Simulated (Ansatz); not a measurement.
Ru:
```yaml
crystal:
  lattice:
    - [2.70476, 0.00000, 0.00000]
    - [-1.35238, 2.34239, 0.00000]
    - [0.00000, 0.00000, 4.26609]
  atoms:
    - { symbol: Ru, position: [0.33333, 0.66667, 0.25000] }
    - { symbol: Ru, position: [0.66667, 0.33333, 0.75000] }
```

Relaxed with r²SCAN. Special points in fractions of this cell's reciprocal vectors: Γ (0.000, 0.000, 0.000); M (0.500, 0.000, 0.000); K (0.333, 0.333, 0.000); A (0.000, 0.000, 0.500); L (0.500, 0.000, 0.500); H (0.333, 0.333, 0.500).

Problem. List the band energies nearest the Fermi level at these points for the program Ansatz at the r²SCAN level (PAW).

Solution. In eV from the Fermi level; about four levels below and three above (degenerate sets whole), none deeper than 8.9 eV; … stands for higher levels left out; points with the same levels are listed once.

| k | below | above |
|---|---|---|
| Γ | -2.03 -2.03 -1.52 -1.52 | 1.22 1.22 … |
| M | -3.22 -2.19 -1.91 -1.59 | 1.44 1.89 1.99 |
| K | -3.99 -3.01 -3.01 -1.14 | 1.05 1.05 1.51 |
| A | -2.94 -2.94 -2.94 -2.94 -2.84 -2.84 | … |
| L | -4.78 -4.78 -1.15 -1.15 | 0.45 0.45 1.72 1.72 |
| H | -2.89 -2.89 -1.27 -1.27 | 1.26 1.26 … |

Space group P6_3/mmc (hcp (Mg type)). The cell was relaxed with r²SCAN under the symmetry of its start; of distortions, only those at the zone centre were tested. The run is not spin-polarised. Scalar-relativistic: spin–orbit coupling is off unless named, which matters more the heavier the elements.

Potentials: the earlier of the program's two PAW sets.
